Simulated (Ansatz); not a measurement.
# WC: frozen-core PAW against all-electron methods

```
W C
1.0
     2.87120    0.00000    0.00000
    -1.43560    2.48653    0.00000
     0.00000    0.00000    2.80042
W C
1 1
Direct
  0.00000 0.00000 0.00000
  0.66667 0.33333 0.50000
```

Atom numbers follow the list: W1, C2.

The cell is a measured one (Crystallography Open Database entry 2102244); the temperature and pressure of the measurement aren't taken into account, and nothing was relaxed. The listed cell was then made from it by scaling, straining or moving an atom.

Spin–orbit coupling is left out, though it moves levels of the heavy atoms by tenths of an eV or more.

Methods: DFT, PBEsol, PAW with Ansatz's default frozen-core files, scalar-relativistic (Ansatz 0.2.0); DFT, PBEsol, all-electron LAPW, scalar-relativistic (Ansatz 0.2.0).

For PAW: a Γ-centred 13×13×12 k mesh, Fermi–Dirac smearing of 0.05 eV, cutoff 420 eV, no spin polarisation; the PAW files were made with PBE, and the program remakes their frozen cores for this functional. LAPW targets a basis error of 1 meV/atom. The Ansatz runs share mesh, smearing and spin set-up. Plane-wave (PAW) pressures include the program's estimate of the Pulay term.

Stress and pressure are positive in compression.

The change that made this cell: volume scaled by 0.97.

| quantity | PAW | LAPW |
| --- | --- | --- |
| pressure (GPa) | 12.36 | 12.36 |
| stress xx (GPa) | 11.87 | 11.87 |
| stress zz (GPa) | 13.36 | 13.34 |

PAW's pressure differs from the LAPW value by about 0.01 GPa or less.
